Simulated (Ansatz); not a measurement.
Re (hcp, Mg type)

```
CELL_PARAMETERS angstrom
      2.77511     0.00000     0.00000
     -1.38756     2.40332     0.00000
      0.00000     0.00000     4.48300
ATOMIC_POSITIONS crystal
  Re 0.33333 0.66667 0.75000
  Re 0.66667 0.33333 0.25000
```

The slice is a (-1 1 0 2) plane (indices of the conventional cell) through the point (0.667, 0.333, 0.250) (fractional), spanned by u = [110] and v = [1 -1 1] in vectors of this cell: u (2.78 Å) and v (6.57 Å, at 90° to u). It covers one period; positions are fractions (u, v).

All values below come from PBE (plane waves to 420 eV, PAW, scalar-relativistic; Ansatz, a program for electronic structure). k mesh 19×19×11. Inside the PAW spheres the values are not all-electron values, and peaks at nuclei hang on which shells count as valence. Re is run without spin polarisation. Re was relaxed with its symmetry unable to fall. Spin-orbit coupling is left out, though Re is heavy.

### Question
What is the ELF at the midpoint of the shortest Re–Re line in this plane (2.78 Å)?

### Answer
0.39.

### Question
What is the valence density on the shortest Re–Re line in this plane (2.78 Å), at its midpoint?

### Answer
0.41 e/Å³.

### Question
Predict the map of the electrostatic potential energy of an electron, from the cell's mean on the slice.

### Answer
```
|xxxxx040xxxx|
|xxxx03530xxx|
|xxxx16761xxx|
|xx015898510x|
|013689998631|
|446789998764|
|124679997642|
|x00257875200|
|xxx0267620xx|
|xxxx05650xxx|
|xxxx04640xxx|
|xxxx04640xxx|
|xxxx05650xxx|
|xxx0257520xx|
|x00146664100|
|123444444432|
|666532123566|
|987520002578|
|997410001479|
|997520002579|
|997642124679|
|777654445677|
|123566666532|
|xx004777400x|
|xxxx05750xxx|
|xxxx03530xxx|
|xxxxx040xxxx|
|xxxxx030xxxx|
```
Scale: ten equal steps from 7.00 (start of '0') to 15.84 (end of '9'), in the order '0123456789'. Values: electrostatic potential energy of an electron, from the cell's mean, in eV. The map has 12 points along u (one character each, u = 0 at the left) and 28 along v (v = 0 in the bottom row). Points within 1 Å of a nucleus are blanked (x), as the pseudised field means little there. Values under 7 eV are set to 7. The zero, the cell's mean, hangs on the PAW cores.
